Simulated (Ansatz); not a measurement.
CaPbF$_{6}$ (space group Fm-3m)

```xyz
8
Lattice="0.0000 4.2455 4.2455 4.2455 0.0000 4.2455 4.2455 4.2455 0.0000" Properties=species:S:1:pos:R:3 pbc="T T T"
Ca     4.2455     4.2455     4.2455
Pb     0.0000     0.0000     0.0000
F      4.2455     4.2455     6.4380
F      4.2455     4.2455     2.0530
F      6.4380     4.2455     4.2455
F      2.0530     4.2455     4.2455
F      4.2455     6.4380     4.2455
F      4.2455     2.0530     4.2455
```

A phonon eigenvector at Γ is frozen into this cell: atom i moves by Q times the vector below, so Q is the largest atomic displacement, in Å. The cell is held. It is one choice among 2 degenerate patterns.

```
atom       x       y       z
----  ------  ------  ------
F3     0.000   0.000   1.000
F4     0.000   0.000  -1.000
F5    -0.354   0.000   0.000
F6     0.354   0.000   0.000
F7     0.000  -0.646   0.000
F8     0.000   0.646   0.000
```

Atoms not listed stay in place.

Computed with LDA (plane waves to 420 eV, PAW, scalar-relativistic; Ansatz, a first-principles code). k mesh 7×7×7 (Γ-centred), Fermi-Dirac smearing 0.05 eV. The energy includes the smearing's −TS. CaPbF6 was relaxed with its symmetry unable to fall. Spin-orbit coupling is left out, though Pb is heavy. The zero of ΔE is the undisplaced structure.

Problem. Estimate the ΔE (eV/cell) for Q (Å) = -0.083, -0.050, -0.033, -0.017, 0.083, 0.100.

Solution. 
```csv
Q (Å),ΔE (eV/cell)
-0.083,0.1554
-0.050,0.0560
-0.033,0.0249
-0.017,0.0063
0.083,0.1632
0.100,0.2376
```

(A displaced cell: forces are minus the slopes of the energy, force constants its curvatures, and phonons follow from these.)
